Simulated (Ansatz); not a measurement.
Hg:
```yaml
crystal:
  lattice:
    - [3.11629, 0.00000, 0.00000]
    - [0.00000, 3.11629, 0.00000]
    - [0.00000, 0.00000, 3.11629]
  atoms:
    - { symbol: Hg, position: [0.00000, 0.00000, 0.00000] }
```

Relaxed with PBE. Special points in fractions of this cell's reciprocal vectors: Γ (0.000, 0.000, 0.000); X (0.000, 0.500, 0.000); M (0.500, 0.500, 0.000); R (0.500, 0.500, 0.500).

Problem. List the band energies nearest the Fermi level at these points for plane-wave PAW PBE with spin–orbit coupling (Ansatz code).

Solution. In eV from the Fermi level; about four levels below and three above (degenerate sets whole), none deeper than 8.9 eV; points with the same levels are listed once.

```tsv
k	below	above
Γ	-5.99 -5.99 -5.99 -5.99 -5.25 -5.25	7.82 7.82 9.67 9.67 9.67 9.67
X	-3.00 -3.00 -1.48 -1.48	11.35 11.35 13.15 13.15
M	-6.05 -6.05 -5.14 -5.14	0.00 0.00 0.81 0.81
R	-5.18 -5.18 -5.18 -5.18	2.86 2.86 3.40 3.40
```

Space group Pm-3m (simple cubic). The cell is a constructed one: a structure type filled with these elements; neither database checked (COD, Materials Project) lists it. It is not the usual solid phase (space group No. 166). Symmetry was held in the PBE relaxation; its stability against distortions is not shown here. The substance is a gas or liquid at ambient conditions.

Potentials: the later of the program's two PAW sets.
